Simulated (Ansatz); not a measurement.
Theory: DFT PBE, scalar-relativistic, plane waves, PAW, and for the lanthanide a 4f-in-core norm-conserving potential, in Ansatz 0.2.0. All cells share a 690 eV cutoff and Γ-centred k meshes spaced at most about 0.3 Å⁻¹ (about 0.25 or finer for metals, 2π included). No spin polarisation in the final relaxations.

Temperature and zero-point effects are left out. All come from trial cells, and lower structures may exist.

Question: Which of these relaxed structures of SmBeB4 is the lowest in energy?
1.

```
Sm Be B
1.0
     0.00000    3.21261    3.21261
     3.21261    0.00000    3.21261
     3.21261    3.21261    0.00000
Sm Be B
1 1 4
Direct
  0.75000 0.75000 0.75000
  0.00000 0.00000 0.00000
  0.34758 0.34758 0.34758
  0.95726 0.34758 0.34758
  0.34758 0.34758 0.95726
  0.34758 0.95726 0.34758
```

2.

```
Sm Be B
1.0
     3.11321    0.00000    0.00000
    -1.55661    2.69612    0.00000
     0.00000    0.00000    6.88765
Sm Be B
1 1 4
Cartesian
  0.0000 0.0000 3.4438
  0.0000 0.0000 0.0000
  0.0000 1.7974 5.5329
  0.0000 1.7974 1.3547
  1.5566 0.8987 5.5329
  1.5566 0.8987 1.3547
```

3.

```
Sm Be B
1.0
     3.44721    0.00000    0.00000
     0.00000    3.44721    0.00000
     0.00000    0.00000    5.98941
Sm Be B
1 1 4
Direct
  0.00000 0.00000 0.00000
  0.50000 0.50000 0.50000
  0.50000 0.00000 0.64330
  0.00000 0.50000 0.35670
  0.50000 0.00000 0.35670
  0.00000 0.50000 0.64330
```

Answer: 2. It has space group P6/mmm (No. 191); the next, 3, with space group P4/mmm (No. 123), lies 0.77 eV/atom higher. Counting B atoms around Be and Sm (those within 1.25 times the shortest such distance or 1.15 times the sum of covalent radii, 1.27 where that leaves under three; the shortest distance is added where it exceeds 1.18 times the sum of covalent radii), the lowest has Sm 12, Be 12 from 2.3 Å and the next has Sm 8, Be 8. The lowest holds B–B nets (shortest 1.80 Å); the next holds B–B pairs (shortest 1.72 Å).

Cells relaxed within their symmetry can be saddle points. Some types were kept out of the candidates beforehand, so the set may lack a known form.

The lanthanide is trivalent by construction, without f bands, f moments or other valences.
